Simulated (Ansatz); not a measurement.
Relaxed-ion elastic tensor of YCo₃B₂ in space group P6/mmm (No. 191; Y on 1a, Co on 3g, B on 2c) in GPa (Voigt order), PBEsol (plane waves, PAW; program Ansatz); density 7.56 g/cm³, 10.52 Å³ per atom.

```
413  104  167  0.0  0.0  0.0
104  413  167  0.0  0.0  0.0
167  167  328  0.0  0.0  0.0
0.0  0.0  0.0  144  0.0  0.0
0.0  0.0  0.0  0.0  144  0.0
0.0  0.0  0.0  0.0  0.0  155
```

### Question
Is the crystal mechanically stable?

### Answer
Yes: the smallest eigenvalue of C is 144 GPa.

### Question
Work out the Voigt, Reuss and Hill averages.

### Answer
K_V = 225, K_R = 225, K_H = 225; G_V = 136, G_R = 129, G_H = 133 GPa.

### Question
Give Young's modulus, Poisson's ratio, Pugh's ratio and the universal anisotropy index.

### Answer
E = 9KG/(3K + G) = 333 GPa; ν = 0.25; K/G = 1.70 (near the Pugh limit of 1.75, no verdict); A_U = 5G_V/G_R + K_V/K_R − 6 = 0.27.

### Question
Estimate the sound speeds and the Debye temperature.

### Answer
v_l = √((K + 4G/3)/ρ) = 7300 m/s, v_t = √(G/ρ) = 4190 m/s, mean 4660 m/s; Θ = (h/k)(3n/4πV)^(1/3) v_m = 633 K.

### Question
How much does each axis shrink under pressure?

### Answer
Linear compressibilities β_i = Σ_j S_ij (j = 1 to 3): x 1.4, y 1.4, z 1.6 per TPa.

The workflow started from a Materials Project entry (that database holds measured and hypothetical structures alike); the Crystallography Open Database files this formula in space group No. 191, but the cells were not matched. Its standing as an ambient phase is unchecked. The cell was relaxed with PBEsol under the symmetry of its start; of distortions, only those at the zone centre were tested. The workflow began spin-polarised and lost its moments. As this level gives no gap, shear constants depend on the k-mesh and smearing (Fermi–Dirac, 0.1 eV here). On the denser mesh and wider smearing of the elastic run this cell carries a stress of 0.9 GPa.

Potentials: the later of the program's two PAW sets.
